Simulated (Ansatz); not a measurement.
Relaxing a structure of WC

The start is a generated cell, WC placed in the FeB structure type. The cell and all atomic positions are relaxed at zero pressure with PBE (plane waves to 420 eV, PAW, scalar-relativistic; Ansatz, a quantum-chemistry and plane-wave program). The first steps use a coarse 4×7×5 k-mesh.

Initial structure:
```
WC
1.0
    6.09900     0.00000     0.00000
    0.00000     3.26993     0.00000
    0.00000     0.00000     4.49837
W C
4 4
Direct
  0.18000   0.25000   0.12500
  0.32000   0.75000   0.62500
  0.82000   0.75000   0.87500
  0.68000   0.25000   0.37500
  0.03600   0.25000   0.61000
  0.46400   0.75000   0.11000
  0.96400   0.75000   0.39000
  0.53600   0.25000   0.89000
```

| Quantity | Value |
|---|---|
| Initial pressure | -27 GPa (negative: the cell is under tension) |
| Outcome | The space group stays Pnma (No. 62) (the run could not lower it), with 8 atoms in the primitive cell |
| Volume change | -1.7 %, from 11.21 to 11.02 Å³/atom |
| Band gap at the end | no gap (metallic) |
| Optimiser moves | 27 |

Final structure:

Space group Pnma (No. 62); a = 5.414 Å, b = 3.973 Å, c = 4.099 Å, α = β = γ = 90.00°

```
atom  site  symmetry       x       y       z
----  ----  --------  ------  ------  ------
W       4c       .m.  0.2097  0.2500  0.1022
C       4c       .m.  0.1203  0.2500  0.5942
```

Final values are on a 9×12×11 k-mesh of the relaxed cell. No spin polarisation in the result.

The run could not lower the symmetry of its start; a shaken copy of this end point relaxes with PBE to P4₂/mcm (No. 132), 0.23 eV/atom lower.

The relaxed structure here is a generated cell of WC: the first start was made by placing the elements on the sites of a structure type, and the end was not matched to a known phase here, so it may be hypothetical. Known forms of WC include space group No. 187.
